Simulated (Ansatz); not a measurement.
An Ansatz input:

```yaml
crystal:
  lattice:
    - [3.3763482222, 0.0, 0.0]
    - [-1.6881741111, 2.9240033324, 0.0]
    - [0.0, 0.0, 5.3986021457]
  atoms:
    - { symbol: Hg, position: [0.3333333333, 0.6666666667, 0.25] }
    - { symbol: Hg, position: [0.6666666667, 0.3333333333, 0.75] }
hamiltonian:
  xc: r2scan
  pseudopotentials:
    kind: paw
    azcp:
      Hg: "pseudopotentials/Hg.paw.azcp"
basis:
  ecutwfc: 500
  fft_grid_basis: typed
kpoints:
  mp_grid: { grid: [12, 12, 7], shift: [0, 0, 0] }
magnetization:
  spin_polarized: false
scf:
  occupations: { method: fermi_dirac, width: 0.1 }
  lower_state_search: "off"
output:
  stress: true
```

and its output:

```
Engine: ansatz 0.2.0, x86_64-unknown-linux-gnu
Pseudopotentials: kind: paw
Pseudopotential: Hg, paw, valence charge 20, recommended cutoff 500 eV (meta_gga) 
Functional definition: r2SCAN
  parameter k0 = 0.174
  parameter k1 = 0.065
  parameter a1 = 4.9479
  exchange = r2scan_x(k0 = k0, k1 = k1, a1 = a1)
  correlation = r2scan_c
Crystal: 2 atoms, lattice volume = 53.297 Å³
Basis set: ecut = 500 eV, 1387 PW (Γ), exchange–correlation on 100×100×160 points (64 copies of the dense FFT grid, shifted against one another)
Bands: 24, of which v1, the nominal top of the filled ones, is band 20 counted from 1 (19 counted from 0)
Symmetry: 24 space group operations
Space group: P63/mmc (ITA 194), of the structure as read, at distance tolerance 3.8e-5 Å
k-points: 76 of 1008
Non-local potential: Hg, projectors of the file, l = 0: 3, l = 1: 2, l = 2: 2, l = 3: 1
PAW form: soft (Blöchl's): semilocal exchange-correlation on the pseudo side does not see the compensation charge
PAW frozen core: Hg, regenerated for the run's functional (the file was generated under x = pbe(κ = 0.804, μ = 0.2195149727645171), c = pbe(β = 0.06672455060314922))
PAW one-centre angular grid: Hg, 590 points (default); XC on 160 Gauss nodes
Initial density: superposition of atomic densities (neutral atoms: chi_scale 0, normalization atom), corrected by the library's trained network
Initial wavefunctions: pseudopotential atomic-orbital guess
Functional: x = r2scan, c = r2scan; τ floored in thin density (d = 2e-4 eV/Å³)
SCF iter   1: F=-27655.626285 eV  HF=-27655.657474 eV  |F-HF|=3.12e-2  |Δ(HF+E_count)|=         —  Δρ=8.52e-3  dr2=5.16e-2  dr2_τ=1.96e-3  ethr=1.77e-3  ⟨swp⟩=5.7  Hψ=7422  notcnv=0
SCF iter   2: F=-27655.640930 eV  HF=-27655.648200 eV  |F-HF|=7.27e-3  |Δ(HF+E_count)|=   9.27e-3  Δρ=4.55e-3  dr2=1.55e-2  dr2_τ=6.14e-4  ethr=1.29e-4  ⟨swp⟩=1.1  Hψ=2774  notcnv=0
SCF iter   3: F=-27655.645811 eV  HF=-27655.645595 eV  |F-HF|=2.16e-4  |Δ(HF+E_count)|=   2.60e-3  Δρ=1.19e-3  dr2=6.77e-4  dr2_τ=4.84e-5  ethr=3.87e-5  ⟨swp⟩=2.1  Hψ=2980  notcnv=0
SCF iter   4: F=-27655.645892 eV  HF=-27655.645870 eV  |F-HF|=2.24e-5  |Δ(HF+E_count)|=   2.75e-4  Δρ=2.46e-4  dr2=2.54e-5  dr2_τ=1.76e-6  ethr=1.69e-6  ⟨swp⟩=2.6  Hψ=3415  notcnv=0
SCF iter   5: F=-27655.645898 eV  HF=-27655.645898 eV  |F-HF|=2.35e-7  |Δ(HF+E_count)|=   2.85e-5  Δρ=6.87e-5  dr2=2.13e-6  dr2_τ=2.26e-7  ethr=6.36e-8  ⟨swp⟩=2.0  Hψ=2734  notcnv=0
SCF iter   6: F=-27655.645899 eV  HF=-27655.645899 eV  |F-HF|=5.00e-9  |Δ(HF+E_count)|=   6.45e-7  Δρ=1.63e-5  dr2=1.53e-7  dr2_τ=2.69e-8  ethr=5.34e-9  ⟨swp⟩=2.0  Hψ=2745  notcnv=0
SCF iter   7: F=-27655.645899 eV  HF=-27655.645899 eV  |F-HF|=5.20e-9  |Δ(HF+E_count)|=   4.07e-8  Δρ=4.12e-6  dr2=1.15e-8  dr2_τ=7.22e-10  ethr=2.50e-10  ⟨swp⟩=4.0  Hψ=6086  notcnv=0
SCF 1 converged in 7 iterations: F = -27655.645899 eV  dr2 = 1.15e-8
SCF converged after 7 iterations
Free energy (F): -27655.645899 eV
Harris-Foulkes:  -27655.645899 eV  (|F-HF|=5.20e-9)
Internal energy: -27655.636207 eV  (E = F + TS)
E sigma→0 (E₀):  -27655.641053 eV
Entropy (-TS):   -0.009692 eV (-4.846 meV/atom)
Fermi energy:    12.156354 eV
--- Per-component energies (eV) ---
  E_band       = -894.936183
  E_kinetic    = 1210.982917
  E_local      = -5379.606627  (includes V_loc(G=0)·N_el)
  E_nonlocal   = 148.260633
  E_hartree    = 2296.081204
  E_xc         = -416.864987
  E_vxc        = -580.553224  (∫ρ·V_xc dr)
  E_paw        = -19945.179911  (= ΣΔE_a)
  E_vpaw       = -926.701865  (= ΣTr[D̂ρ^β])
  E_aug_tail   = 0.000791  (compensation charges beyond the density's cutoff)
  E_vtau       = 40.520370  (kinetic-family band-sum trace: ∫τ·v_τ [+ j·A + Jᵃ·Aᵃ] dr)
  E_ewald      = -5569.012372
  E_core_change = -0.297855  (= ΣΔE_core)
  E_smearing   = -0.009692  (= −TS)
  E_closure    = -0.000000  (closes the sum)
  Σ components = -27655.645899   (vs F -27655.645899, Δ=0.00e0)
--- Stress (GPa, compression-positive) ---
        0.711848       0.000000       0.000000
        0.000000       0.711848       0.000000
        0.000000       0.000000       0.620596
  P = ⅓ Tr σ = 0.6814 GPa (6.814 kbar)
```

Command:

```sh
ansatz run input.yaml --threads 1 --pin off --max-ram 3584MiB --backend cpu --events-out ev --progress --plain --runs-dir out
```

On 1 thread of Intel(R) Xeon(R) Platinum 8259CL CPU @ 2.50GHz (Skylake/Cascade Lake) (shared host) this took about 16 s of wall time and 16 s of CPU time.
